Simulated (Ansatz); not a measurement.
BN:
```cif
data_B2N2
_chemical_formula_sum 'B2 N2'
_space_group_name_H-M_alt 'P 1'
_space_group_IT_number 1
_cell_length_a 2.49881
_cell_length_b 2.49881
_cell_length_c 6.60091
_cell_angle_alpha 90.000
_cell_angle_beta 90.000
_cell_angle_gamma 120.000
loop_
_space_group_symop_operation_xyz
  'x, y, z'
loop_
_atom_site_label
_atom_site_type_symbol
_atom_site_fract_x
_atom_site_fract_y
_atom_site_fract_z
_atom_site_occupancy
B1 B 0.33333 0.66667 0.25000 1
B2 B 0.66667 0.33333 0.75000 1
N1 N 0.33333 0.66667 0.75000 1
N2 N 0.66667 0.33333 0.25000 1
```

Relaxed with r²SCAN+D4. DFT-r²SCAN+D4 in the program Ansatz with PAW potentials gives a gap of 4.79 eV.

Question: What gap does HSE06 give on the same cell (Ansatz, PAW)?

Answer: 5.54 eV, 0.76 eV more. The hybrid was solved on a coarser mesh and at special points; its gap is the smallest among all of these.

| k | v1 r²SCAN+D4 | c1 r²SCAN+D4 | v1 HSE06 | c1 HSE06 |
|---|---|---|---|---|
| Γ | -1.35 | 5.63 | (withheld) | (withheld) |
| A | -1.37 | 8.16 | (withheld) | (withheld) |
| K | -0.13 | 5.50 | (withheld) | (withheld) |
| H | -0.05 | 5.26 | (withheld) | (withheld) |
| M | -0.48 | 4.79 | -0.52 | 5.54 |
| L | -0.98 | 5.27 | -1.05 | 6.04 |

Question: Top valence (v1) and lowest conduction level (c1) in eV from each method's valence maximum (which need not be a listed point): supply the withheld HSE06 values.

Answer: 
- Γ, v1 HSE06: -1.58
- Γ, c1 HSE06: 6.42
- H, v1 HSE06: -0.05
- H, c1 HSE06: 6.02
- K, v1 HSE06: -0.13
- K, c1 HSE06: 6.27
- A, v1 HSE06: -1.61
- A, c1 HSE06: 9.02

Cost on shared cores: the r²SCAN+D4 run (SCF on a 13×13×4 mesh, then bands and DOS) about 17 core-seconds (a rough figure), the HSE06 run (SCF on 9×9×3, then a few points) about 70 core-seconds (a rough figure); the tasks are unlike.

Space group P6_3/mmc. Symmetry was held in the r²SCAN+D4 relaxation; phonons on a q-mesh show no instability.

Potentials: the later of the program's two PAW sets.
